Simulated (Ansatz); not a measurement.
Relaxed-ion elastic tensor of ZnO in space group P4_2/mnm (No. 136; Zn on 4g, O on 4f) in GPa (Voigt order), the program Ansatz at the r²SCAN level (PAW); density 5.47 g/cm³, 12.34 Å³ per atom.

```
     1    2    3     4     5     6
-  ---  ---  ---  ----  ----  ----
1  157  110  127   0.0   0.0   0.0
2  110  157  127   0.0   0.0   0.0
3  127  127  241   0.0   0.0   0.0
4  0.0  0.0  0.0  33.1   0.0   0.0
5  0.0  0.0  0.0   0.0  33.1   0.0
6  0.0  0.0  0.0   0.0   0.0  47.6
```

Task: Is the crystal mechanically stable?

Result: Yes: the smallest eigenvalue of C is 33.1 GPa.

Task: Work out the Voigt, Reuss and Hill averages.

Result: K_V = 142, K_R = 133, K_H = 138; G_V = 35.5, G_R = 33.1, G_H = 34.3 GPa.

Task: Give Young's modulus, Poisson's ratio, Pugh's ratio and the universal anisotropy index.

Result: E = 9KG/(3K + G) = 95.0 GPa; ν = 0.39; K/G = 4.02 (ductile by the Pugh limit of 1.75); A_U = 5G_V/G_R + K_V/K_R − 6 = 0.43.

Task: Estimate the sound speeds and the Debye temperature.

Result: v_l = √((K + 4G/3)/ρ) = 5790 m/s, v_t = √(G/ρ) = 2500 m/s, mean 2830 m/s; Θ = (h/k)(3n/4πV)^(1/3) v_m = 364 K.

Task: How much does each axis shrink under pressure?

Result: Linear compressibilities β_i = Σ_j S_ij (j = 1 to 3): x 3.6, y 3.6, z 0.41 per TPa.

The workflow started from a Materials Project entry (that database holds measured and hypothetical structures alike); the Crystallography Open Database copy checked does not list it. It is not the phase usual at ambient conditions (space group No. 186). Symmetry was held in the r²SCAN relaxation; its stability against distortions is not shown here.

Potentials: the later of the program's two PAW sets.
